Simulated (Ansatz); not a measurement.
NiSe2 in space group Pa-3 (No. 205; Ni on 4b, Se on 8c), PBE in the plane-wave PAW code Ansatz, all energies at zero smearing, with the estimated change up to a 700 eV cutoff added, with one set of potentials and settings (totals compare only within such a set). Cell of 12 atoms (4 Ni, 8 Se): -67114.412 eV.

```
element                             reference phase  E (eV/atom)
-------  ------------------------------------------  -----------
Ni       Fm-3m, 1 atoms in the cell, spin-polarised   -5839.7295
Se                      P3_121, 3 atoms in the cell   -5469.0896
```

Formation energy per atom, worked out: (-67114.412 − 4×(-5839.7295) − 8×(-5469.0896))/12 = -0.231 eV/atom (-22 kJ per mol of atoms), at 0 K, without zero-point energy or fitted corrections.

The first step of the workflow began from a Materials Project structure, measured or hypothetical; the Crystallography Open Database files this formula in space group No. 205, but the cells were not matched. Whether it is the stable phase at ambient conditions was not checked. The PBE relaxation kept the symmetry of its start; its stability against distortions is not shown here. The workflow began spin-polarised and lost its moments. The references are the lowest solids computed at this level, not always the standard phases.

Potentials: the earlier of the program's two PAW sets.
